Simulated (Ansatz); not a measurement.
Mg₂ZnO₃:
```
CELL_PARAMETERS angstrom
      2.95888     0.00000     0.00000
     -1.47944     2.56246     0.00000
      0.00000     0.00000     7.21221
ATOMIC_POSITIONS crystal
  Mg 0.33333 0.66667 0.66624
  Mg 0.66667 0.33333 0.33376
  Zn 0.00000 0.00000 0.00000
  O  0.33333 0.66667 0.17118
  O  0.66667 0.33333 0.82882
  O  0.00000 0.00000 0.50000
```

x, y and z are the axes in which the lattice vectors are written.

Q: Give the high-frequency dielectric tensor and the Born effective charge tensors of the independent atoms from DFPT, LDA in the plane-wave PAW code Ansatz.

A: 
ε∞:
```
3.73  0.00  0.00
0.00  3.73  0.00
0.00  0.00  3.65
```
Z* of atom 1 (Mg), rows: field, columns: displacement, in e:
```
1.98  0.00  0.00
0.00  1.98  0.00
0.00  0.00  2.20
```
Z* of atom 3 (Zn), rows: field, columns: displacement, in e:
```
2.35  0.00  0.00
0.00  2.35  0.00
0.00  0.00  1.82
```
Z* of atom 4 (O), rows: field, columns: displacement, in e:
```
-2.17   0.00   0.00
 0.00  -2.17   0.00
 0.00   0.00  -2.00
```
Z* of atom 6 (O), rows: field, columns: displacement, in e:
```
-1.98   0.00   0.00
 0.00  -1.98   0.00
 0.00   0.00  -2.22
```

Space group P-3m1. The first step of the workflow began from a Materials Project structure, measured or hypothetical; the Crystallography Open Database copy checked does not list it. With Mg and Zn taken as one species the cell has the higher symmetry Fm-3m, so it may be an ordered model of a mixed-site phase. Whether it is the stable phase at ambient conditions was not checked. The cell was relaxed with LDA under the symmetry of its start; its stability against distortions is not shown here.

Potentials: the later of the program's two PAW sets.
